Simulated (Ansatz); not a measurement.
InSb (rock salt, space group No. 225) at seven volumes, plane-wave PAW PBEsol (Ansatz code), scaled uniformly. One row is withheld.

| V (Å³/atom) | P (GPa) |
|---|---|
| 25.029 | 6.65 |
| 25.854 | 4.02 |
| 26.679 | 1.82 |
| 27.504 | 0.00 |
| 28.329 | -1.55 |
| 29.154 | ? |
| 29.979 | -3.94 |

Question: Fit the shown pressures and predict the withheld one.

Answer: Third-order Birch–Murnaghan: P = (3/2)B₀(x^(7/2) − x^(5/2))[1 + (3/4)(B′ − 4)(x − 1)] with x = (V₀/V)^(2/3). Least squares on the six rows gives V₀ = 27.499 Å³/atom, B₀ = 56.17 GPa, B′ = 4.85. At V = 29.154, x = 0.9618 and P = -2.85 GPa. The run itself gave -2.85 GPa.

Space group Fm-3m (rock salt). The first step of the workflow began from a Materials Project structure, measured or hypothetical; the Crystallography Open Database copy checked does not list it. It is not the phase usual at ambient conditions (space group No. 216). Symmetry was held in the PBEsol relaxation; its stability against distortions is not shown here. Spin–orbit coupling is left out wherever it is not named.

Potentials: the later of the program's two PAW sets.
